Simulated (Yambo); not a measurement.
```
CELL_PARAMETERS angstrom
      3.14426     0.00000     0.00000
     -1.57213     2.72301     0.00000
      0.00000     0.00000     5.03264
ATOMIC_POSITIONS crystal
  N  0.66667 0.33333 0.88097
  N  0.33333 0.66667 0.38097
  Al 0.66667 0.33333 0.49903
  Al 0.33333 0.66667 0.99903
```

AlN (wurtzite, space group P6_3mc, No. 186) under isotropic strain of +1 % on all lattice vectors: mean Im ε in 1 eV windows above the direct gap of 5.28 eV, for different electron-hole kernels (Yambo, broadening 0.15 eV, PBEsol (pw.x of Quantum ESPRESSO, ONCV potentials, scalar-relativistic) bands; 9×9×6 mesh, 5 valence and 2 conduction bands, static screening with 23 bands and a 4 Ry block, scissor 1.44 eV, Tamm-Dancoff; field along x).

```
window (eV)  independent quasiparticles  BSE
-----------  --------------------------  ---
5.3 to 6.3                          0.7  2.6
6.3 to 7.3                          1.5  7.2
7.3 to 8.3                          5.0  7.7
8.3 to 9.3                          8.1  3.6
```

This run doesn't resolve bound excitons or single peaks, so only averages are given, and they too depend on the mesh; weight that the attraction moves below the gap isn't listed. All transitions below 9.60 eV are in the band window. The scissor comes from a G0W0 run whose convergence isn't established.

Geometry strained from the cell relaxed with PBEsol, atoms relaxed again.
